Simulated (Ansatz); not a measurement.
Geometry optimisation in Ansatz: input, command and trajectory.

```yaml
crystal:
  lattice:
    - [3.9666812564, 0.0, 0.0]
    - [0.0, 3.9666812564, 0.0]
    - [0.0, 0.0, 4.0163890416]
  atoms:
    - { symbol: Be, position: [0.0, 0.0, 0.0] }
    - { symbol: P, position: [0.5, 0.5, 0.975] }
    - { symbol: P, position: [0.0, 0.5, 0.485] }
    - { symbol: P, position: [0.5, 0.0, 0.485] }
    - { symbol: Pd, position: [0.5, 0.5, 0.515] }
basis:
  ecutwfc: 420
kpoints:
  mp_grid: { grid: [4, 4, 4] }
hamiltonian:
  xc: pbe
scf:
  occupations: { method: gaussian, width: 0.1 }
  lower_state_search: "off"
output:
  forces: true
  stress: true
  eigenvalues: true
relax:
  adjacent_minimum: "off"
  f_tol: 0.04
  max_steps: 70
  cell: { stress_tol: 0.4 }
```

```bash
ansatz run input.yaml --threads 1 --pin off --max-ram 2560MiB --backend cpu --events-out ev --progress --plain --runs-dir out
```

Method: Ansatz 0.2.0, DFT PBE, scalar-relativistic, plane waves, PAW.

Of 16 frames 10 are shown, positions in Å and forces in eV/Å; the SCF threshold varies from step to step. Steps run on the plane waves of an earlier cell, with a Pulay correction in the pressure. The basis is chosen afresh for the last frame, the zero of the energies, and at times for earlier ones too; energy and pressure can step there, also at an unchanged geometry. Here that happened at step 12 (-18 meV/atom, 1.6 GPa); frames between the last choice of the basis and such a step carry an error that grows, as the cell changes, to that size.

```xyz
5
Lattice="3.9667 0.0000 0.0000 0.0000 3.9667 0.0000 0.0000 0.0000 4.0164" Properties=species:S:1:pos:R:3:forces:R:3 pbc="T T T" step=1 free_energy_over_end_meV_per_atom=2725.36 pressure_GPa=101.87
Be    0.0000    0.0000    0.0000    0.0000    0.0000    0.6235
P     1.9833    1.9833    3.9160    0.0000    0.0000    9.5882
P     0.0000    1.9833    1.9479    0.0000    0.0000   -2.3649
P     1.9833    0.0000    1.9479    0.0000    0.0000   -2.3649
Pd    1.9833    1.9833    2.0684    0.0000    0.0000   -5.4818
5
Lattice="4.3358 0.0000 0.0000 0.0000 4.3358 0.0000 0.0000 0.0000 4.4110" Properties=species:S:1:pos:R:3:forces:R:3 pbc="T T T" step=3 free_energy_over_end_meV_per_atom=960.64 pressure_GPa=17.11
Be    0.0000    0.0000    0.1322    0.0000    0.0000    1.7187
P     2.1679    2.1679    4.5325    0.0000    0.0000   -0.0724
P     0.0000    2.1679    1.9066    0.0000    0.0000   -2.8857
P     2.1679    0.0000    1.9066    0.0000    0.0000   -2.8857
Pd    2.1679    2.1679    2.3732    0.0000    0.0000    4.1251
5
Lattice="4.4012 0.0000 0.0000 0.0000 4.4012 0.0000 0.0000 0.0000 4.5459" Properties=species:S:1:pos:R:3:forces:R:3 pbc="T T T" step=4 free_energy_over_end_meV_per_atom=501.73 pressure_GPa=2.29
Be    0.0000    0.0000    0.3158    0.0000    0.0000    2.3226
P     2.2006    2.2006    4.8010    0.0000    0.0000    0.1088
P     0.0000    2.2006    1.7441    0.0000    0.0000   -2.4237
P     2.2006    0.0000    1.7441    0.0000    0.0000   -2.4237
Pd    2.2006    2.2006    2.5778    0.0000    0.0000    2.4160
5
Lattice="4.4090 0.0000 0.0000 0.0000 4.4090 0.0000 0.0000 0.0000 4.6429" Properties=species:S:1:pos:R:3:forces:R:3 pbc="T T T" step=6 free_energy_over_end_meV_per_atom=99.34 pressure_GPa=-1.03
Be    0.0000    0.0000    0.7734    0.0000    0.0000    0.9792
P     2.2045    2.2045    5.0219    0.0000    0.0000    0.0851
P     0.0000    2.2045    1.4374    0.0000    0.0000   -0.5036
P     2.2045    0.0000    1.4374    0.0000    0.0000   -0.5036
Pd    2.2045    2.2045    2.7515    0.0000    0.0000   -0.0570
5
Lattice="4.4452 0.0000 0.0000 0.0000 4.4452 0.0000 0.0000 0.0000 4.6477" Properties=species:S:1:pos:R:3:forces:R:3 pbc="T T T" step=8 free_energy_over_end_meV_per_atom=28.24 pressure_GPa=-0.93
Be    0.0000    0.0000    1.2289    0.0000    0.0000    0.2691
P     2.2226    2.2226    4.9474    0.0000    0.0000    0.1612
P     0.0000    2.2226    1.2841    0.0000    0.0000   -0.1025
P     2.2226    0.0000    1.2841    0.0000    0.0000   -0.1025
Pd    2.2226    2.2226    2.6889    0.0000    0.0000   -0.2252
5
Lattice="4.4410 0.0000 0.0000 0.0000 4.4410 0.0000 0.0000 0.0000 4.6612" Properties=species:S:1:pos:R:3:forces:R:3 pbc="T T T" step=9 free_energy_over_end_meV_per_atom=21.93 pressure_GPa=-1.32
Be    0.0000    0.0000    1.3965    0.0000    0.0000    0.0210
P     2.2205    2.2205    4.9351    0.0000    0.0000    0.1089
P     0.0000    2.2205    1.2328    0.0000    0.0000    0.0330
P     2.2205    0.0000    1.2328    0.0000    0.0000    0.0330
Pd    2.2205    2.2205    2.6692    0.0000    0.0000   -0.1957
5
Lattice="4.4013 0.0000 0.0000 0.0000 4.4013 0.0000 0.0000 0.0000 4.6788" Properties=species:S:1:pos:R:3:forces:R:3 pbc="T T T" step=11 free_energy_over_end_meV_per_atom=19.77 pressure_GPa=-0.03
Be    0.0000    0.0000    1.4508    0.0000    0.0000    0.0024
P     2.2007    2.2007    4.9410    0.0000    0.0000   -0.0046
P     0.0000    2.2007    1.2283    0.0000    0.0000    0.0070
P     2.2007    0.0000    1.2283    0.0000    0.0000    0.0070
Pd    2.2007    2.2007    2.6614    0.0000    0.0000   -0.0114
5
Lattice="4.4170 0.0000 0.0000 0.0000 4.4170 0.0000 0.0000 0.0000 4.7100" Properties=species:S:1:pos:R:3:forces:R:3 pbc="T T T" step=13 free_energy_over_end_meV_per_atom=0.19 pressure_GPa=0.34
Be    0.0000    0.0000    1.4497    0.0000    0.0000    0.0024
P     2.2085    2.2085    4.9774    0.0000    0.0000    0.0061
P     0.0000    2.2085    1.2396    0.0000    0.0000    0.0160
P     2.2085    0.0000    1.2396    0.0000    0.0000    0.0160
Pd    2.2085    2.2085    2.6803    0.0000    0.0000   -0.0403
5
Lattice="4.4214 0.0000 0.0000 0.0000 4.4214 0.0000 0.0000 0.0000 4.7250" Properties=species:S:1:pos:R:3:forces:R:3 pbc="T T T" step=14 free_energy_over_end_meV_per_atom=0.13 pressure_GPa=-0.05
Be    0.0000    0.0000    1.4575    0.0000    0.0000   -0.0090
P     2.2107    2.2107    4.9857    0.0000    0.0000    0.0435
P     0.0000    2.2107    1.2509    0.0000    0.0000   -0.0274
P     2.2107    0.0000    1.2509    0.0000    0.0000   -0.0274
Pd    2.2107    2.2107    2.6785    0.0000    0.0000    0.0206
5
Lattice="4.4199 0.0000 0.0000 0.0000 4.4199 0.0000 0.0000 0.0000 4.7250" Properties=species:S:1:pos:R:3:forces:R:3 pbc="T T T" step=16 free_energy_over_end_meV_per_atom=0.00 pressure_GPa=-0.01
Be    0.0000    0.0000    1.4545    0.0000    0.0000    0.0003
P     2.2100    2.2100    4.9916    0.0000    0.0000   -0.0018
P     0.0000    2.2100    1.2468    0.0000    0.0000   -0.0001
P     2.2100    0.0000    1.2468    0.0000    0.0000   -0.0001
Pd    2.2100    2.2100    2.6838    0.0000    0.0000    0.0017
```

The start puts this composition into another compound's structure type, which needn't suit it. The cell swells from 12.6 to 18.5 Å³ an atom, so the end can be far from any stable crystal. At the end the space group is P4mm (tolerance 0.05 Å).

It took 62 s on 1 thread of Arm Neoverse V2, with other jobs on the host, peak memory 0.34 GiB.

The k mesh is coarse. Spin polarisation was left out, and a magnetic state may lie lower.